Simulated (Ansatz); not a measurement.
# Re (hcp, Mg type), frozen-phonon scan

Relaxed Re (hcp, Mg type):

```
CELL_PARAMETERS angstrom
      2.77518     0.00000     0.00000
     -1.38759     2.40338     0.00000
      0.00000     0.00000     4.48302
ATOMIC_POSITIONS crystal
  Re 0.33333 0.66667 0.75000
  Re 0.66667 0.33333 0.25000
```

A phonon eigenvector at Γ is frozen into this cell: atom i moves by Q times the vector below, so Q is the largest atomic displacement, in Å. The cell is held.

```
atom      x      y       z
----  -----  -----  ------
Re1   0.000  0.000   1.000
Re2   0.000  0.000  -1.000
```

The numbers are results of PBE (plane waves to 420 eV, PAW, scalar-relativistic; Ansatz, a quantum-chemistry and plane-wave program), not measurements. k mesh 19×19×11 (Γ-centred), Fermi-Dirac smearing 0.05 eV. The energy includes the smearing's −TS. Compression counts positive. With partly filled bands, energies and forces of such displacements shift with the k mesh and the smearing. Re is run without spin polarisation. Re was relaxed with its symmetry unable to fall. Spin-orbit coupling is left out, though Re is heavy. The PAW data are Ansatz's earlier set. The zero of ΔE is the undisplaced structure.

| Q (Å) | ΔE (meV/cell) | P (GPa) | −dE/dQ from forces (eV/Å) |
|---|---|---|---|
| -0.280 | 2171 | 56.7 | 20.481 |
| -0.233 | 1338 | 38.3 | 15.291 |
| -0.187 | 734 | 23.8 | 10.761 |
| -0.140 | 328 | 12.9 | 6.677 |
| -0.093 | 101 | 5.4 | 3.188 |
| -0.047 | 14 | 1.2 | 0.796 |
| 0.000 | 0 | 0.0 | 0.000 |
| 0.047 | 14 | 1.2 | -0.796 |
| 0.093 | 101 | 5.4 | -3.188 |
| 0.140 | 328 | 12.9 | -6.677 |
| 0.187 | 734 | 23.8 | -10.761 |
| 0.233 | 1338 | 38.3 | -15.291 |
| 0.280 | 2171 | 56.7 | -20.481 |

Read from the data:

The energy at Q = 0.280 Å is 2171 meV/cell. Space group of the distorted cell: P-3m1 (No. 164), lowered from P6_3/mmc. Symmetry of the curve: even: the same for both signs. Shape of the curve: a single well with its minimum at or next to zero displacement.

(A displaced cell: forces are minus the slopes of the energy, force constants its curvatures, and phonons follow from these.)
